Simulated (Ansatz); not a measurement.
SiGe in space group R-3m (No. 166; Si on 6c, Ge on 6c), r²SCAN in the plane-wave PAW code Ansatz, all energies at zero smearing, with the estimated change up to a 700 eV cutoff added, with one set of potentials and settings (totals compare only within such a set). Cell of 4 atoms (2 Si, 2 Ge): -9883.926 eV.

```tsv
element	reference phase	E (eV/atom)
Si	Fd-3m, 2 atoms in the cell	-639.0665
Ge	Fd-3m, 2 atoms in the cell	-4302.9121
```

Formation energy per atom, worked out: (-9883.926 − 2×(-639.0665) − 2×(-4302.9121))/4 = 0.008 eV/atom (1 kJ per mol of atoms), at 0 K, without zero-point energy or fitted corrections.

The start of the workflow was typed in or built on a structure type; neither database checked (COD, Materials Project) lists it. Whether it is the stable phase at ambient conditions was not checked. The r²SCAN relaxation kept the symmetry of its start; its stability against distortions is not shown here. The references are the lowest solids computed at this level, not always the standard phases.

Potentials: the earlier of the program's two PAW sets.
